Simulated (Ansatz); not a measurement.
## Pd: two-dimensional strain map

The calculation used Ansatz, DFT PBEsol, scalar-relativistic, plane waves, PAW. The runs took a 420 eV cutoff, a Γ-centred 22×22×22 mesh and Gaussian smearing (0.15 eV). No spin polarisation. Energies are free energies at this smearing, counted from the undisturbed cell; pressure is positive in compression.

The starting cell (as given, not relaxed at this level; it stands at -9.8 GPa; this bcc form isn't the usual structure):

```xyz
1
Lattice="-1.5723 1.5723 1.5723 1.5723 -1.5723 1.5723 1.5723 1.5723 -1.5723" Properties=species:S:1:pos:R:3 pbc="T T T"
Pd    0.0000    0.0000    0.0000
```

The cell is strained by p along both x and y and by q along z, fractional coordinates fixed. Points are written (p, q). At -10 GPa the given cell is far from its own equilibrium, so these figures belong to a strongly strained crystal.

Energy above the undisturbed cell in meV/atom (a dash: not computed):

```
 p \ q  -0.050  0.000  0.050
-0.050    64.5      ?  -39.5
 0.000   -30.5    0.0   61.1
 0.050       ?  153.9      –
```

Task: Fill in the withheld energies.

Result: (-0.050, 0.000): -12.7; (0.050, -0.050): 53.1.